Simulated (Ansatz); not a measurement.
## TiSb: do energies and stresses tell the same story?

Method: DFT r2SCAN, scalar-relativistic, plane waves, PAW in Ansatz.

Cutoff 500 eV; k points 12×12×8 on the computed 4-atom cell (Γ-centred); Gaussian smearing, width 0.10 eV; no spin polarisation.

Relaxed cell: P6_3/mmc, a = 4.054 Å, b = 4.054 Å, c = 6.190 Å, α = 90.00°, β = 90.00°, γ = 120.00°, 4 atoms in the primitive cell. Whether it is the stable form of this composition wasn't checked.

Energies at zero smearing and pressures from the stress tensor, at volumes with shape and atoms relaxed:
| V (Å³/atom) | E − E(first) (meV/atom) | P (GPa) |
| --- | --- | --- |
| 19.380 | 0.00 | 15.89 |
| 20.040 | -55.05 | 10.93 |
| 20.701 | -91.18 | 6.70 |
| 21.362 | -111.10 | 3.07 |
| 22.022 | -117.17 | -0.02 |
| 22.683 | -111.37 | -2.66 |
| 23.344 | -95.46 | -4.93 |
| 24.225 | -61.02 | -7.45 |

**Question.** Check P = −dE/dV between neighbouring volumes, and get the bulk modulus from the pressures alone.

**Answer.** With 1 eV/Å³ = 160.2 GPa:
| middle V (Å³/atom) | −ΔE/ΔV (GPa) | mean P (GPa) |
| --- | --- | --- |
| 19.710 | 13.349 | 13.409 |
| 20.371 | 8.762 | 8.815 |
| 21.031 | 4.831 | 4.882 |
| 21.692 | 1.473 | 1.524 |
| 22.353 | -1.406 | -1.339 |
| 23.013 | -3.859 | -3.797 |
| 23.784 | -6.265 | -6.191 |

The two differ by 0.07 GPa at most. The mean of two end pressures misses the average over a step by about ΔV² P″/12, up to 0.06 GPa here; with that taken off 0.03 GPa remains. The stress is the derivative of the free energy, not of the energy at zero smearing, and with free energies 0.01 GPa remains. Around V = 22.022 Å³/atom, the two neighbours give B = −V ΔP/ΔV = 22.022 × 5.73 / 1.321 = 95.5 GPa, against B0 = 95.6 GPa from the Birch–Murnaghan fit of the energies.

Cost: 9 runs of about 15 core-minutes in all, on Arm Neoverse V2 (shared hosts).